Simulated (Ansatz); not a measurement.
**SiC: a ladder of calculations**

Cell of run 1: an entry of the Crystallography Open Database (COD; perhaps a calculated or model structure).

```yaml
crystal:
  lattice:
    - [3.08100, 0.00000, 0.00000]
    - [-1.54050, 2.66822, 0.00000]
    - [0.00000, 0.00000, 15.12480]
  atoms:
    - { symbol: Si, position: [0.00000, 0.00000, 0.00000] }
    - { symbol: Si, position: [0.00000, 0.00000, 0.50000] }
    - { symbol: Si, position: [0.33333, 0.66667, 0.16640] }
    - { symbol: Si, position: [0.66667, 0.33333, 0.66640] }
    - { symbol: Si, position: [0.66667, 0.33333, 0.33290] }
    - { symbol: Si, position: [0.33333, 0.66667, 0.83290] }
    - { symbol: C, position: [0.33333, 0.66667, 0.04120] }
    - { symbol: C, position: [0.66667, 0.33333, 0.54120] }
    - { symbol: C, position: [0.66667, 0.33333, 0.20800] }
    - { symbol: C, position: [0.33333, 0.66667, 0.70800] }
    - { symbol: C, position: [0.00000, 0.00000, 0.37460] }
    - { symbol: C, position: [0.00000, 0.00000, 0.87460] }
```

Atom numbers follow the list; atoms alike are taken as one site, whose name carries the number of the first.

Relaxed positions (PBE, cell held):

```
CELL_PARAMETERS angstrom
3.08100 0.00000 0.00000
-1.54050 2.66822 0.00000
0.00000 0.00000 15.12480
ATOMIC_POSITIONS crystal
Si 0.00000 0.00000 0.99971
Si 0.00000 0.00000 0.49971
Si 0.33333 0.66667 0.16652
Si 0.66667 0.33333 0.66652
Si 0.66667 0.33333 0.33300
Si 0.33333 0.66667 0.83300
C 0.33333 0.66667 0.04150
C 0.66667 0.33333 0.54150
C 0.66667 0.33333 0.20802
C 0.33333 0.66667 0.70802
C 0.00000 0.00000 0.37437
C 0.00000 0.00000 0.87437
```

All runs are DFT with Ansatz 0.2.0 (plane waves and PAW, scalar-relativistic unless spin–orbit coupling is named, Γ-centred meshes, Fermi–Dirac smearing where given) in this cell.

Run 1: PBE, atoms as given; 420 eV, 10×10×2 k-points, smearing 0.02 eV.
Run 2: PBE, atoms relaxed; 420 eV, 10×10×2 k-points, smearing 0.02 eV.
Run 3: r2SCAN, at the relaxed atoms; 500 eV, 10×10×2 k-points, smearing 0.02 eV.

```
run  Si3 V_zz (η)  Si5 V_zz (η)  C11 V_zz (η)
  1   0.24 (0.00)   0.24 (0.00)   0.21 (0.00)
  2             ?             ?             ?
  3   0.21 (0.00)   0.28 (0.00)   0.20 (0.00)
```

V_zz in 10²¹ V/m²; 3 of the 6 sets of like atoms are followed.

Problem. Estimate the row of run 2.

Solution. Si3: 0.22 (0.00); Si5: 0.26 (0.00); C11: 0.20 (0.00). It lies nearest to run 3, from whose tensors on these sites it differs by 0.02 at most (largest principal value of the difference, on Si5). Taken one at a time, the positions of the atoms (as given or relaxed) move the tensors on these sites by up to 0.02 (largest principal value of the change, on Si3), the functional (r2SCAN with its higher cutoff) by 0.02 (Si5).

Run 1: The values hang on the deposited positions: relaxing the atoms moves V_zz on Si1 from 0.008 to -0.056.
